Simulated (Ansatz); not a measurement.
# Coordination and ⁶⁷Zn quadrupole coupling in TiZn₂O₄

Cell: a computed structure from the Materials Project (it need not be an observed phase), atoms as given.

Space group P4_122 (No. 91); a = 6.0760, c = 8.5156 Å.

| site | Wyckoff | site symmetry | x | y | z |
| --- | --- | --- | --- | --- | --- |
| Ti | 4b | .2. | 0.5000 | 0.2393 | 0.0000 |
| Zn5 | 4c | ..2 | 0.2528 | 0.2528 | 0.3750 |
| Zn9 | 4a | .2. | 0.0000 | 0.2449 | 0.0000 |
| O13 | 8d | 1 | 0.9739 | 0.7343 | 0.2493 |
| O21 | 8d | 1 | 0.5142 | 0.2663 | 0.2320 |

One atom of each set is listed.

The numbers come from a DFT calculation in Ansatz (PBE, plane waves and PAW, scalar-relativistic, 420 eV cutoff, Γ-centred 4×4×3 k-points, Fermi–Dirac smearing 0.02 eV).

Q(⁶⁷Zn) = 122.0 mb.

(1) Order the Zn environments from the weakest to the strongest quadrupole coupling.
A. Zn5: 4 O at 2.00 Å
B. Zn9: 6 O at 2.09–2.19 Å

Results:

(1) A (1.74 MHz, η = 0.24), B (4.38 MHz, η = 0.45).

Like point charges on the first shell alone (each adding as 1/d³) would give the same order.
